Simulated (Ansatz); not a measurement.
Rb$_{2}$ScAgF$_{6}$ in space group Fm-3m (No. 225; Rb on 8c, Sc on 4a, Ag on 4b, F on 24e), LDA (plane waves, PAW; program Ansatz). The conduction-band minimum lies at Γ, with 1 equivalent valley. Second derivatives d²E/dk² of the lowest band at one valley (eV·Å²), along Cartesian directions:

```tsv
direction	d²E/dk²
[100]	14.53
[010]	14.53
[001]	14.53
[110]	14.53
[101]	14.53
[011]	14.53
```

Task: Find the principal effective masses, the density-of-states mass and the conductivity mass.

Result: Off-diagonal terms follow from H_xy = H[110] − (H_xx + H_yy)/2, and m*/mₑ = 7.620 eV·Å² over each eigenvalue: 0.52, 0.52, 0.52. One valley's DOS mass (m₁m₂m₃)^(1/3) = 0.52, conductivity mass 3/(Σ 1/mᵢ) = 0.52 mₑ.

Task: What effective density of states Nc follows at 300 K for parabolic valleys?

Result: Nc = 2.509e19 × 1 × (0.52)^(3/2) ≈ 9.4e18 cm⁻³.

The workflow started from a Materials Project entry (that database holds measured and hypothetical structures alike); the Crystallography Open Database copy checked does not list it. Whether it is the stable phase at ambient conditions was not checked. The cell was relaxed with LDA under the symmetry of its start. At this level the phase is dynamically unstable (imaginary phonons). The run is not spin-polarised. Scalar-relativistic: spin–orbit coupling is off unless named, which matters more the heavier the elements.

Potentials: the later of the program's two PAW sets.

Edges and masses are those of Kohn–Sham bands, whose gap is no quasiparticle gap.
